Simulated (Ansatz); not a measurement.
Method: DFT PBE, scalar-relativistic, plane waves, PAW (Ansatz 0.2.0). The final run on the 9-atom cell used 420 eV, a Γ-centred 12×12×2 mesh, 0.02 eV smearing and no spin polarisation.

The zero of energy is the elements' standard structures at the same level; no fitted shifts are applied. The references include grey tin.

Problem. Propose a candidate for a trigonal narrow-gap semiconductor made of Hf, Se and Sn, with a gap near 0.5 eV, a formation energy near −1.01 eV/atom and about 30 Å³ per atom, in a cell of 9 atoms.

Solution. Hf2SnSe6, space group P-3m1 (No. 164). Hf is surrounded by 6 Se at 2.70 Å; Sn is surrounded by 6 Se at 2.73 Å; Se on its first site is surrounded by 3 Hf at 2.70 Å; Se on its second site is surrounded by 3 Hf at 2.70 Å; 1 more site not described.

```
Hf Sn Se
1.0
     3.80506    0.00000    0.00000
    -1.90253    3.29527    0.00000
     0.00000    0.00000   21.19257
Hf Sn Se
2 1 6
Direct
  0.00000 0.00000 0.33432
  0.00000 0.00000 0.66568
  0.00000 0.00000 0.00000
  0.66667 0.33333 0.26061
  0.66667 0.33333 0.59198
  0.66667 0.33333 0.92375
  0.33333 0.66667 0.07625
  0.33333 0.66667 0.40802
  0.33333 0.66667 0.73939
```

The volume per atom is 29.5 Å³ and the density is 5.9 g/cm³. The energy over the elements is −1.006 eV/atom and the gap on the 12×12×2 mesh of the 9-atom cell is 0.45 eV.

The structure comes from a generated guess, relaxed at this level; another structure or a mixture of phases may lie lower. Other answers may fit too; this one was computed.

No dispersion correction is applied, so the spacing and binding between layers, chains or molecules are poorly described. Spin–orbit coupling, which can matter for Hf, is left out. Kohn–Sham gaps at this level usually fall short of measured ones. The reference form of Se is held partly by dispersion forces, which this level lacks. A structure relaxed within its symmetry needn't be a true minimum.
